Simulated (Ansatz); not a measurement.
KZnF₃ (cubic perovskite)

```yaml
crystal:
  lattice:
    - [4.05234, 0.00000, 0.00000]
    - [0.00000, 4.05234, 0.00000]
    - [0.00000, 0.00000, 4.05234]
  atoms:
    - { symbol: K, position: [0.00000, 0.00000, 0.00000] }
    - { symbol: Zn, position: [0.50000, 0.50000, 0.50000] }
    - { symbol: F, position: [0.00000, 0.50000, 0.50000] }
    - { symbol: F, position: [0.50000, 0.00000, 0.50000] }
    - { symbol: F, position: [0.50000, 0.50000, 0.00000] }
```

In this cell atom 1 (K, nearest neighbour F at 2.865 Å; its periodic images, 4.1 Å or more away, move with it) is moved by u·(1.000, 0.000, 0.000) + v·(0.000, 1.000, 0.000); the rest is frozen.

Method: PBEsol (plane waves to 420 eV, PAW, scalar-relativistic; Ansatz, an electronic-structure program). k mesh 7×7×7 (Γ-centred), Fermi-Dirac smearing 0.05 eV. The energy includes the smearing's −TS. Stress and pressure are positive under compression. KZnF3 was relaxed with its symmetry unable to fall. The zero of ΔE is the undisplaced structure. Axes are in Å.

ΔE (meV/cell), with u across and v down:

```tsv
v \ u	-0.430	-0.215	0.000	0.215	0.430
-0.430	440	224	160	224	440
-0.215	224	80	37	80	224
0.000	160	37	0	37	160
0.215	224	80	37	80	224
0.430	440	224	160	224	440
```

P (GPa), with u across and v down:

```
v \ u   -0.430  -0.215  0.000  0.215  0.430
------  ------  ------  -----  -----  -----
-0.430    4.08    2.29   1.72   2.29   4.08
-0.215    2.29    0.87   0.42   0.87   2.29
0.000     1.72    0.42   0.00   0.42   1.72
0.215     2.29    0.87   0.42   0.87   2.29
0.430     4.08    2.29   1.72   2.29   4.08
```

Derived quantities:

Principal force constants in the plane (five-point differences of the forces): 1.5 eV/Å², isotropic. Centre of the map: a minimum. Lowest place on the grid: u = 0.000 Å, v = 0.000 Å (0 meV/cell). Highest place on the grid, met at several equal points: u = -0.430 Å, v = -0.430 Å; u = 0.430 Å, v = -0.430 Å; u = -0.430 Å, v = 0.430 Å; u = 0.430 Å, v = 0.430 Å (440 meV/cell).

(A displaced cell: forces are minus the slopes of the energy, force constants its curvatures, and phonons follow from these.)
